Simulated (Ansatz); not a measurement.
## Ba$_{2}$FeWO$_{6}$: all-electron results

```xyz
10
Lattice="-2.8724 2.8724 4.0555 2.8724 -2.8724 4.0555 2.8724 2.8724 -4.0555" Properties=species:S:1:pos:R:3 pbc="T T T"
Ba    0.0000    2.8724    2.0278
Ba    2.8724    0.0000    2.0278
Fe    0.0000    0.0000    4.0555
W     0.0000    0.0000    0.0000
O     1.3730    1.3730    0.0000
O     1.4994   -1.4994    4.0555
O     1.4994    1.4994    4.0555
O    -1.4994    1.4994    4.0555
O     0.0000    0.0000    1.9142
O     0.0000    0.0000    6.1968
```

Atom numbers follow the list: Ba1, Ba2, Fe3, W4, O5, O6, O7, O8, O9, O10.

The cell comes from COD entry 1531103, which wasn't checked; take it as a given geometry.

Semilocal functionals without U often leave such compounds metallic or with too small a gap, and the real magnetic order may differ.

The magnetic state is the one reached from the start moments; no search over orders was made, so it needn't be the ground state.

No spin–orbit coupling, which matters for the heavy atoms here.

Levels of theory: DFT, LDA, all-electron LAPW, scalar-relativistic (Ansatz 0.2.0); DFT, LDA, PAW with Ansatz's default frozen-core files, scalar-relativistic (Ansatz 0.2.0); DFT, LDA, all-electron PAW with datasets made for the crystal, scalar-relativistic (Ansatz 0.2.0).

For LAPW: a Γ-centred 7×7×7 k mesh, Fermi–Dirac smearing of 0.05 eV, basis error target 1 meV/atom, spin-polarised from start moments Fe3 3 μB. PAW takes a cutoff of 420 eV at this cell (files made with PBE, cores remade for this functional). The crystal-made all-electron datasets (AE datasets) take a cutoff of 660 eV at this cell. The Ansatz runs share mesh, smearing and spin set-up. Values come from LAPW unless marked.

```
Bader charges (from the PAW run) : Ba1 +1.54, Fe3 +1.43, W4 +2.82, O5 -1.22, O9 -1.22 e
Volume per atom                  : 13.38 Å³
```

**Question.** Moment of the cell: what does the calculation give?

**Answer.** 4.00 μB.

**Question.** Moments in the spheres: what does the calculation give?

**Answer.** Ba1 0.00, Fe3 3.58, W4 -0.07, O5 0.07, O9 0.07 μB.

**Question.** Give the computed value. Pressure at this cell.

**Answer.** -7.38 GPa.

**Question.** Löwdin charges (with 0.87 e of the cell spilling out of the atomic basis, so their sizes and signs hang on that basis): what does the calculation give?

**Answer.** Ba1 1.74, Fe3 1.24, W4 1.56, O5 -0.91, O9 -0.89 e.

**Question.** Give the computed value. Density of states at the Fermi level (0.2 eV bin).

**Answer.** 2.86 states/eV per cell.

**Question.** Predict this quantity. Contact hyperfine fields (crystal-made datasets).

**Answer.** Ba1 -1.8, Fe3 -27.2, W4 39.0, O5 4.8, O9 4.7 T, core polarisation included, positive along the moment of the spin-up electrons.

**Question.** Give the computed value. Band gap.

**Answer.** none: bands cross the Fermi level, a metal.

**Question.** Largest force: what does the calculation give?

**Answer.** 0.680 eV/Å on O9.

**Question.** Predict this quantity. Stress xx, yy, zz (compression positive).

**Answer.** -8.04, -8.04, -6.08 GPa.
